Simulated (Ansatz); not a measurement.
Consider the following.

Hf$_{2}$B:
```xyz
3
Lattice="1.7056 0.9847 5.2783 -1.7056 0.9847 5.2783 0.0000 -1.9695 5.2783" Properties=species:S:1:pos:R:3 pbc="T T T"
Hf     0.0000     0.0000    11.8432
Hf     0.0000     0.0000     3.9919
B      0.0000     0.0000     0.0000
```

This is the r²SCAN-relaxed structure.

Problem. All from plane-wave PAW r²SCAN (Ansatz code), unless another level is named. Give the electronic character.

Solution. metallic (no gap).

Problem. Next, the density of states at the Fermi level?

Solution. 0.74 states/eV per atom (mean over ±0.08 eV).

Problem. What about the formation energy from the elements (no fitted shifts)?

Solution. -0.38 eV/atom.

Space group R-3m. The start of the workflow was typed in or built on a structure type; neither database checked (COD, Materials Project) lists it. Its standing as an ambient phase is unchecked. The r²SCAN relaxation kept the symmetry of its start; whether a distortion lowers the energy is not shown. The run is not spin-polarised. The volume moved by -21 % from the start of the relaxation. The references are the lowest solids computed at this level, not always the standard phases. Scalar-relativistic: spin–orbit coupling is off unless named, which matters more the heavier the elements.

Potentials: the earlier of the program's two PAW sets. The files were generated under PBE; for other functionals the program regenerates the frozen cores, and for LDA and PBEsol the local potential too.
